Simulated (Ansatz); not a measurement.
BeAlNO in space group P3m1 (No. 156; Al on 1b, Be on 1c, O on 1b, N on 1c), DFT-PBEsol in the program Ansatz with PAW potentials. The conduction-band minimum lies at Γ, with 1 equivalent valley. Second derivatives d²E/dk² of the lowest band at one valley (eV·Å²), along Cartesian directions:

| direction | d²E/dk² |
|---|---|
| [100] | 19.59 |
| [010] | 19.59 |
| [001] | 16.47 |
| [110] | 19.59 |
| [101] | 18.03 |
| [011] | 18.03 |

### Question
Find the principal effective masses, the density-of-states mass and the conductivity mass.

### Answer
Off-diagonal terms follow from H_xy = H[110] − (H_xx + H_yy)/2, and m*/mₑ = 7.620 eV·Å² over each eigenvalue: 0.39, 0.39, 0.46. One valley's DOS mass (m₁m₂m₃)^(1/3) = 0.41, conductivity mass 3/(Σ 1/mᵢ) = 0.41 mₑ.

### Question
What effective density of states Nc follows at 300 K for parabolic valleys?

### Answer
Nc = 2.509e19 × 1 × (0.41)^(3/2) ≈ 6.6e18 cm⁻³.

### Question
With the computed static dielectric constant 10.8 (mean of the diagonal), estimate a hydrogenic donor's binding energy and radius.

### Answer
E = 13.606 eV × 0.41/10.8² ≈ 48 meV; a = 0.529 Å × ε/m* ≈ 14 Å. Semilocal masses tend to be too small when the gap is underestimated.

The start of the workflow was typed in or built on a structure type; neither database checked (COD, Materials Project) lists it. Whether it is the stable phase at ambient conditions was not checked. The PBEsol relaxation kept the symmetry of its start; its stability against distortions is not shown here.

Potentials: the earlier of the program's two PAW sets. The files were generated under PBE; for other functionals the program regenerates the frozen cores, and for LDA and PBEsol the local potential too.
